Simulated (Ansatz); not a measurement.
Level of theory: DFT PBE, scalar-relativistic, plane waves, PAW, and for the lanthanide a 4f-in-core norm-conserving potential, in Ansatz 0.2.0. All cells share a 690 eV cutoff and Γ-centred k meshes spaced about 0.3 Å⁻¹ or finer (0.25 for metals, 2π included). No spin polarisation.

All energies are static (0 K, no zero-point motion).

Two relaxed structures of Tb3YPb:

A.

```
CELL_PARAMETERS angstrom
4.89478 0.00000 0.00000
0.00000 4.89478 0.00000
0.00000 0.00000 7.09016
ATOMIC_POSITIONS crystal
Tb 0.50000 0.50000 0.15381
Tb 0.00000 0.50000 0.45816
Tb 0.50000 0.00000 0.45816
Y 0.00000 0.00000 0.02713
Pb 0.50000 0.50000 0.74465
```

B.

```
CELL_PARAMETERS angstrom
4.47887 0.00000 0.00000
0.00000 4.47887 0.00000
0.00000 0.00000 8.21917
ATOMIC_POSITIONS crystal
Tb 0.00000 0.50000 0.67755
Tb 0.00000 0.00000 0.33482
Tb 0.50000 0.00000 0.67755
Y 0.50000 0.50000 0.07889
Pb 0.00000 0.00000 0.96746
```

Question: Which would you expect to be lower, and how large is the difference?

Answer: B is lower, by 68 meV/atom. A has space group P4mm (No. 99), 34.0 Å³/atom and no gap on its mesh; B has space group P4mm (No. 99), 33.0 Å³/atom and no gap. Counting all near atoms (those within 1.25 times the shortest distance at each site; a plus sign parts nearer from farther groups; a slash parts the counts of unlike sites), A has Tb 1+8/8+2, Y 12, Pb 5 and B has Tb 1+4/6+2, Y 4+8, Pb 9. The denser one is the lower, and pressure would at first widen the difference. Even the lower one lies +0.04 eV/atom against the reference forms of the elements (uncorrected), so neither is stable at this level. In A, Tb on a site of symmetry 4mm has 1 Pb at 2.90 Å, 4 Tb at 3.26 Å and 4 Y at 3.58 Å; around Y lie 4 Tb at 3.58 Å, 4 Tb at 3.92 Å and 4 Pb at 4.00 Å; Pb is surrounded by 1 Tb at 2.90 Å, 4 Tb at 3.18 Å and 4 Y at 4.00 Å; 1 more site not described. In B, Tb on a site of symmetry 2mm has 4 Tb at 3.17 Å, 2 Pb at 3.27 Å, 2 Tb at 3.60 Å and 2 Y at 3.99 Å; Y is surrounded by 4 Pb at 3.30 Å and 8 Tb at 3.80–3.99 Å; Pb is surrounded by 1 Tb at 3.02 Å, 4 Tb at 3.27 Å and 4 Y at 3.30 Å; 1 more site not described. Both come from trial cells of a structure search.

These runs have no spin–orbit coupling, which can matter for Pb. B has imaginary phonons (to 54i cm⁻¹ on its k mesh, which matters in a metal), so it may be a saddle point. Other cells relaxed within their symmetry can be saddle points.

The lanthanide is trivalent by construction, without f bands, f moments or other valences.
